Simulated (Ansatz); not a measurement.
The relaxed structure here is a generated cell of MgF2: the first start was made by placing the elements on the sites of a structure type, and the end was not matched to a known phase here, so it may be hypothetical. Known forms of MgF2 include space group No. 136.

A structure of MgF$_{2}$ relaxed with PBEsol (plane waves to 420 eV, PAW, scalar-relativistic; Ansatz, a quantum-chemistry and plane-wave program); single points at other levels follow on the same geometry (Ansatz, PAW; HSE06 at 420 eV on a 4×4×4 k-mesh; no spin-orbit coupling). Space group Fd-3m (No. 227).

```cif
data_F16Mg8
_chemical_formula_sum 'F16 Mg8'
_space_group_name_H-M_alt 'Fd-3m :1'
_space_group_IT_number 227
_space_group_name_Hall 'F 4d 2 3 -1d'
_cell_length_a 8.62788
_cell_length_b 8.62788
_cell_length_c 8.62788
_cell_angle_alpha 90.000
_cell_angle_beta 90.000
_cell_angle_gamma 90.000
loop_
_atom_site_label
_atom_site_type_symbol
_atom_site_symmetry_multiplicity
_atom_site_Wyckoff_symbol
_atom_site_fract_x
_atom_site_fract_y
_atom_site_fract_z
_atom_site_occupancy
F1 F 16 d 0.62500 0.62500 0.62500 1
Mg1 Mg 8 b 0.50000 0.50000 0.50000 1
```
(The calculation used a cell of 6 atoms; values per cell refer to that cell.)

| level | gap (eV) | kind | conduction minimum |
|---|---|---|---|
| PBEsol | 6.64 | direct | Γ |
| HSE06 | 8.55 | – | Γ |

HSE06 gaps come from a coarse mesh plus a few chosen points, so they may be too large. No spin polarisation in the result.

The run could not lose the symmetry of its start, so the end can be a saddle point.

All atoms sit on sites fixed by symmetry, so only the cell could relax.
